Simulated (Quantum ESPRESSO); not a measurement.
```xyz
8
Lattice="4.9519 0.0000 0.0000 0.0000 4.9519 0.0000 0.0000 0.0000 4.9519" Properties=species:S:1:pos:R:3 pbc="T T T"
Be    -0.0324    -0.0324    -0.0324
Se     1.2380     1.2380     1.2380
Be    -0.0324     2.5083     2.5083
S      1.2380     3.7139     3.7139
Be     2.5083    -0.0324     2.5083
S      3.7139     1.2380     3.7139
Be     2.5083     2.5083    -0.0324
S      3.7139     3.7139     1.2380
```
The cell was made here from a computed Materials Project entry: one of 4 S replaced by Se, cell and atoms relaxed (PBE without dispersion, pw.x of a modified build of Quantum ESPRESSO, symmetry kept). The parent is BeS in F-43m; whether this form has been observed was not checked. The swapped cell is a model, not a known phase. Stability against distortions was not tested.

A lattice sum over point charges, one formal value an element (Be +2, S -2, Se -2), with no Sternheimer factor, costs far less than a self-consistent run. Taken along the main axis of each site's self-consistent tensor, it gives:

```
site               V along that axis, point charges (a.u.)
-----------------  ---------------------------------------
S (atoms 4, 6, 8)                                    0.010
```

### Question
How do the values of PBE PAW (JTH datasets; density from pw.x of Quantum ESPRESSO, gradients reconstructed from it by a script) compare?

### Answer
| site | Vzz, PAW (a.u.) | PAW over point charges |
|---|---|---|
| S | 0.125 | 12 |
  Cores are frozen. Against all-electron runs on small test molecules, this scheme's |Vzz| missed by −3 % on S.
